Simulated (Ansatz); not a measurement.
Ansatz (a program for electronic structure) input:

Ansatz 0.2 input:
```yaml
crystal:
  lattice:
    - [1.7732412866, 1.0237813341, 7.5771694251]
    - [-1.7732412866, 1.0237813341, 7.5771694251]
    - [0.0, -2.0475626683, 7.5771694251]
  atoms:
    - { symbol: Ga, position: [0.9470932822, 0.9470932822, 0.9470932822] }
    - { symbol: Ga, position: [0.0529067178, 0.0529067178, 0.0529067178] }
    - { symbol: S, position: [0.2331699001, 0.2331699001, 0.2331699001] }
    - { symbol: S, position: [0.7668300999, 0.7668300999, 0.7668300999] }
kpoints:
  mp_grid: { grid: [7, 7, 7] }
hamiltonian:
  xc: hse06
  pseudopotentials: { kind: paw }
scf:
  n_extra_bands: 6
  occupations: { method: fixed }
output:
  eigenvalues: true
  eigenstates:
    e_range: [-9.0, 10.1]
    kpoints:
      - [0.5, 0.5, 0.5]  # VBM
      - [0.0, 0.5, 0.5]  # CBM
      - [0.0, 0.0, 0.0]  # GAMMA
      - [0.5, 0.5, 0.5]  # T
      - [0.5, 0.0, 0.0]  # L
      - [0.5, 0.0, 0.5]  # F
      - [0.3394185937, -0.3394185937, 0.0]  # S_0
      - [0.6605814063, 0.0, 0.3394185937]  # S_2
      - [0.5, -0.1788371874, 0.1788371874]  # H_0
      - [0.8211628126, 0.1788371874, 0.5]  # H_2
```

Output (shortened):

```
basis.fft_grid_basis auto: the FFT boxes are laid along the combinations [[1, 0, -1], [0, 1, -1], [0, 0, 1]] of the cell's own vectors, 3.546, 3.546 and 7.849 …
Pseudopotential: Ga, paw, valence charge 13
Pseudopotential: S, paw, valence charge 6
Functional definition: HSE06
davidson cushion auto → on  (no smearing: the cushion is to keep the highest requested band from converging to the state above it …
Crystal: 4 atoms, lattice volume = 82.534 Å³
Basis set: ecut = 420 eV, 1603 PW (Γ), FFT grids on a1−a3, a2−a3, a3
Bands: 25, of which v1, the nominal top of the filled ones, is band 19 counted from 1 (18 counted from 0)
Symmetry: 12 space group operations
Space group: R-3m (ITA 166), of the structure as read, at distance tolerance 4.4e-5 Å
k-points: 44 of 343
SCF iter   1: F=—  HF=-9372.626441 eV  |F-HF|=—  |Δ(HF+E_count)|=         —  Δρ=1.73e-3  dr2=3.65e-3  ethr=1.77e-3  ⟨swp⟩=9.3  Hψ=5422  notcnv=0
preconditioner: auto → none
SCF iter   2: F=—  HF=-9372.626705 eV  |F-HF|=—  |Δ(HF+E_count)|=   2.64e-4  Δρ=9.41e-4  dr2=2.75e-3  ethr=9.60e-6  ⟨swp⟩=4.9  Hψ=3849  notcnv=0
SCF iter   3: F=—  HF=-9372.626224 eV  |F-HF|=—  |Δ(HF+E_count)|=   4.81e-4  Δρ=5.59e-4  dr2=2.86e-4  ethr=7.24e-6  ⟨swp⟩=3.5  Hψ=2764  notcnv=0
iter 4 solved again at ethr=5.04e-8 eV; its pass at ethr=7.54e-7 eV (dr2=1.92e-5 eV) is discarded
SCF iter   4: F=-9372.626367 eV  HF=-9372.626320 eV  |F-HF|=4.73e-5  |Δ(HF+E_count)|=   9.55e-5  Δρ=2.30e-4  dr2=1.92e-5  ethr=5.04e-8  ⟨swp⟩=3.6  Hψ=5493  notcnv=0
SCF 1 stopped early in 4 iterations: F = -9372.626367 eV  dr2 = 1.92e-5
Crystal: 4 atoms, lattice volume = 82.534 Å³
Exchange kernel: α = 0.2500, screened, ω = 0.2079 Å⁻¹, Wigner–Seitz truncation, v(0) = 1046.8409 eV·Å³, q-mesh 7×7×7, nearest image of the exchange supercell L …
Frozen-core exchange: fock
SCF iter   1: F=—  HF=-9374.874544 eV  |F-HF|=—  |Δ(HF+E_count)|=         —  Δρ=1.29e-2  dr2=5.98e-2  ethr=5.04e-7  ⟨swp⟩=7.8  Hψ=6546  notcnv=0
preconditioner: auto → none
SCF iter   2: F=—  HF=-9374.845180 eV  |F-HF|=—  |Δ(HF+E_count)|=   2.94e-2  Δρ=2.56e-3  dr2=5.14e-3  ethr=5.04e-7  ⟨swp⟩=5.0  Hψ=5213  notcnv=0
SCF iter   3: F=—  HF=-9374.859221 eV  |F-HF|=—  |Δ(HF+E_count)|=   1.40e-2  Δρ=3.09e-3  dr2=3.60e-3  ethr=5.04e-7  ⟨swp⟩=5.0  Hψ=4759  notcnv=0
SCF iter   4: F=—  HF=-9374.858832 eV  |F-HF|=—  |Δ(HF+E_count)|=   3.89e-4  Δρ=1.14e-3  dr2=7.68e-4  ethr=5.04e-7  ⟨swp⟩=4.0  Hψ=3822  notcnv=0
SCF iter   5: F=—  HF=-9374.858913 eV  |F-HF|=—  |Δ(HF+E_count)|=   8.14e-5  Δρ=5.31e-4  dr2=8.02e-4  ethr=5.04e-7  ⟨swp⟩=4.0  Hψ=3681  notcnv=0
SCF iter   6: F=—  HF=-9374.858775 eV  |F-HF|=—  |Δ(HF+E_count)|=   1.38e-4  Δρ=4.72e-5  dr2=4.38e-5  ethr=5.04e-7  ⟨swp⟩=4.4  Hψ=3038  notcnv=0
SCF iter   7: F=—  HF=-9374.859194 eV  |F-HF|=—  |Δ(HF+E_count)|=   4.19e-4  Δρ=2.45e-4  dr2=5.18e-5  ethr=4.33e-9  ⟨swp⟩=5.6  Hψ=4979  notcnv=0  defer=1
SCF iter   8: F=-9374.859172 eV  HF=-9374.859172 eV  |F-HF|=6.37e-8  |Δ(HF+E_count)|=   2.15e-5  Δρ=1.63e-5  dr2=7.64e-7  ethr=4.33e-9  ⟨swp⟩=4.2  Hψ=4436  notcnv=0
SCF 2 stopped early in 8 iterations: F = -9374.859172 eV  dr2 = 7.64e-7
hybrid outer 1: dexx = +1.683e-2 eV, tail = 4.93e-5 eV
Crystal: 4 atoms, lattice volume = 82.534 Å³
Exchange kernel: α = 0.2500, screened, ω = 0.2079 Å⁻¹, Wigner–Seitz truncation, v(0) = 1046.8409 eV·Å³, q-mesh 7×7×7, nearest image of the exchange supercell L …
Frozen-core exchange: fock
SCF iter   1: F=—  HF=-9374.858838 eV  |F-HF|=—  |Δ(HF+E_count)|=         —  Δρ=3.87e-5  dr2=3.16e-6  ethr=6.48e-7  ⟨swp⟩=3.2  Hψ=2646  notcnv=0
preconditioner: auto → none
iter 2 solved again at ethr=2.47e-10 eV; its pass at ethr=6.86e-9 eV (dr2=9.40e-8 eV) is discarded
SCF iter   2: F=—  HF=-9374.858838 eV  |F-HF|=—  |Δ(HF+E_count)|=   1.96e-7  Δρ=1.48e-5  dr2=2.48e-7  ethr=2.47e-10  ⟨swp⟩=2.3  Hψ=6256  notcnv=0
SCF iter   3: F=-9374.858839 eV  HF=-9374.858839 eV  |F-HF|=4.75e-8  |Δ(HF+E_count)|=   1.10e-6  Δρ=7.68e-6  dr2=6.76e-8  ethr=2.46e-10  ⟨swp⟩=4.7  Hψ=3888  notcnv=0  defer=3
SCF 3 converged in 3 iterations: F = -9374.858839 eV  dr2 = 6.76e-8
hybrid outer 2: dexx = +1.000e-6 eV, tail = 2.04e-7 eV, Δε = 2.45e-3 eV (about 1.86e-4 eV left of the loop's levels)
NSCF: frozen V_eff on 10 k-points
hybrid SCF converged: 2 outer / 11 inner (+4 warm-up), last move |dexx| = 1.00e-6 eV, tail = 2.04e-7 eV
Stability not checked (fock_operator)
Free energy (F): -9374.858839 eV
Frozen-core exchange: fock
Harris-Foulkes:  -9374.858839 eV  (|F-HF|=4.75e-8)
Internal energy: -9374.858839 eV  (E = F + TS)
E sigma→0 (E₀):  -9374.858839 eV
Fermi energy:    6.397344 eV
--- Per-component energies (eV) ---
  E_band       = -220.312767
  E_kinetic    = 444.684800
  E_local      = -4943.107994  (includes V_loc(G=0)·N_el)
  E_nonlocal   = 910.089830
  E_hartree    = 2292.435207
  E_xc         = -267.282059
  E_vxc        = -233.871015  (∫ρ·V_xc dr)
  E_exx        = -119.061574  (= α·E_x^exact, valence–valence)
  E_paw        = -5130.823269  (= ΣΔE_a)
  E_vpaw       = -744.851928  (= ΣTr[D̂ρ^β])
  E_aug_tail   = -0.000250  (compensation charges beyond the density's cutoff)
  E_ewald      = -2561.831325
  E_core_change = 0.037795  (= ΣΔE_core)
  E_smearing   =  0.000000  (= −TS)
  E_closure    =  0.000000  (closes the sum)
  Σ components = -9374.858839   (vs F -9374.858839, Δ=0.00e0)
  [band-id]    e_kinetic+e_local+e_nonlocal+2·e_hartree+e_vxc+2·e_exx+e_vpaw+e_augmentation_tail = -220.309290   (vs E_band -220.312767, Δ=3.48e-3)
--- Band table (eV; the first three rows and the last of 44) ---
  k-point 0: bands = ["-11.1754", "-11.0427", "-11.0427", "-11.0285", "-11.0285", "-10.9448", "-10.9448", "-10.7965", "-10.7887", "-10.7887", "-9.5405", "-8.9693", "-1.4899", "2.6934", "4.6682", "4.6682", "4.7289", "4.7289", "4.7967", "9.8322", "10.6685", …
  k-point 1: bands = ["-11.1780", "-11.0867", "-11.0733", "-11.0394", "-11.0138", "-10.9504", "-10.9379", "-10.8264", "-10.7906", "-10.7396", "-9.2508", "-8.7168", "-1.2548", "2.2752", "3.2653", "3.7990", "4.3376", "4.4014", "5.1848", "10.4587", "11.1511", …
  k-point 2: bands = ["-11.2138", "-11.1686", "-11.1106", "-11.0356", "-10.9812", "-10.9643", "-10.9176", "-10.8469", "-10.7950", "-10.6890", "-8.5027", "-8.0771", "-0.9245", "0.4888", "1.5307", "3.4980", "3.7201", "3.7764", "5.2714", "9.6474", "10.3721", …
  k-point 43: bands = ["-11.1775", "-11.0867", "-11.0734", "-11.0397", "-11.0137", "-10.9504", "-10.9378", "-10.8289", "-10.7905", "-10.7394", "-9.0204", "-8.9794", "-0.7609", "1.3499", "3.2858", "3.4800", "4.2317", "4.5139", "6.2876", "10.1836", "11.0334", …
```

Cost: very roughly 19 core-minutes on shared cores.

The points marked VBM and CBM come from a semilocal run.

The workflow started from a Materials Project entry (that database holds measured and hypothetical structures alike); the Crystallography Open Database copy checked does not list it. COD files the formula under space group No. 194. Whether it is the stable phase at ambient conditions was not checked. Symmetry was held in the LDA relaxation; its stability against distortions is not shown here. A crystal of weakly bound layers computed without a dispersion correction: the cell and the soft elastic constants depend strongly on that. Scalar-relativistic: spin–orbit coupling is off unless named, which matters more the heavier the elements.

Potentials: the later of the program's two PAW sets.

Ansatz is a plane-wave DFT program.
